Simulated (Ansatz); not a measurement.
Relaxing a structure of CaSnF6

The start is a relaxed CaSnF6 cell shaken by Gaussian noise of σ = 0.08 Å a coordinate. Cell shape, volume and atoms are optimised at zero target pressure with r2SCAN (plane waves to 500 eV, PAW, scalar-relativistic; Ansatz, a quantum-chemistry and plane-wave program). The first steps use a coarse 5×5×5 k-mesh.

The start:
```
CaSnF6
1.0
    2.84161     1.64060     4.90032
   -2.84161     1.64060     4.90032
    0.00000    -3.28120     4.90032
Ca Sn F
1 1 6
Direct
  0.99639   0.99119   0.01581
  0.48741   0.49870   0.50841
  0.62843   0.27348   0.82720
  0.35259   0.70914   0.22757
  0.24880   0.82793   0.64217
  0.78876   0.16544   0.32818
  0.83640   0.61857   0.29368
  0.17955   0.33301   0.72361
```

```yaml
initial_pressure: "+3.3 GPa (positive: the cell is compressed)"
largest_initial_force: 6.56 eV/Å, on F4 (atoms numbered as listed)
energy_released: 0.12 eV/atom
volume_change: -0.4 %, from 17.13 to 17.07 Å³/atom
relative_to_the_parent: It returns to the parent structure, R-3 (No. 148)
Shortest distances (start → end): "The closest pairs of elements (up to four, under 3.6 Å), start → end: F–Sn 1.75 → 1.97 Å; Ca–F 2.05 → 2.25 Å; F–F 2.57 → 2.78 Å"
band_gap_at_the_end: 6.70 eV, direct at Γ (no spin-orbit coupling)
optimiser_moves: 6
```

Final structure:

Space group R-3, hexagonal axes (No. 148); a = b = 5.671 Å, c = 14.709 Å, α = β = 90.00°, γ = 120.00°

```tsv
atom	site	symmetry	x	y	z
Ca	3a	-3.	0.0000	0.0000	0.0000
Sn	3b	-3.	0.0000	0.0000	0.5000
F	18f	1	0.0869	0.3572	0.0891
```
(The calculation used a cell of 8 atoms; values per cell refer to that cell.)

Final values are on a 7×7×7 k-mesh of the relaxed cell. No spin polarisation in the result.

The cell that was disturbed is our relaxation of an entry of Materials Project.
